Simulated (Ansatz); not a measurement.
**Notes on W**

```yaml
crystal:
  lattice:
    - [-1.62945, 1.62945, 1.62945]
    - [1.62945, -1.62945, 1.62945]
    - [1.62945, 1.62945, -1.62945]
  atoms:
    - { symbol: W, position: [0.00000, 0.00000, 0.00000] }
```

Single point in Ansatz 0.2.0 with r2SCAN, no spin polarisation. Cutoff 500 eV, PAW datasets, 11×11×11 Γ-centred k mesh, fermi-dirac filling (width 0.0327 eV).

Q: What happens at the Fermi level?

A: It is a metal, with about 0.35 states/eV a cell as the mean within 0.25 eV of the Fermi level, mostly W d (91 %).

Q: What do density and ELF say about some of the short contacts?

A: W–W at 2.82 Å: least valence density 0.37 e/Å³ and ELF 0.40 there. These are pseudo-fields; inside the PAW spheres they differ from the all-electron ones.

Q: What does the stress say?

A: The pressure is -22.4 GPa (compression positive), so with the atoms held at these fractions the cell would first shrink.

Origin: a database entry at a rescaled volume. Caveats: atoms or cell far from equilibrium.
